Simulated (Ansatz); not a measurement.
# One slab under several functionals: fcc Rh (110), 7 layers

All-electron LAPW in Ansatz 0.2.0, scalar-relativistic, no spin–orbit coupling; no spin polarisation. Each functional has its own bulk lattice constant and relaxed 1×1 slab, with 16 to 20 Å of vacuum and a dipole correction.

```json
{"functional": "PBEsol", "area (Å²)": "10.11", "γ (J/m²)": "2.90", "Φ (eV)": "?", "Δd12 (%)": "-10.7"}
{"functional": "PBE", "area (Å²)": "10.38", "γ (J/m²)": "2.44", "Φ (eV)": "?", "Δd12 (%)": "-10.9"}
```

Q: What belongs in the row "PBE", column "Φ (eV)"?

A: 4.70.

Q: Fill in "Φ (eV)" for the row "PBEsol".

A: 4.83.
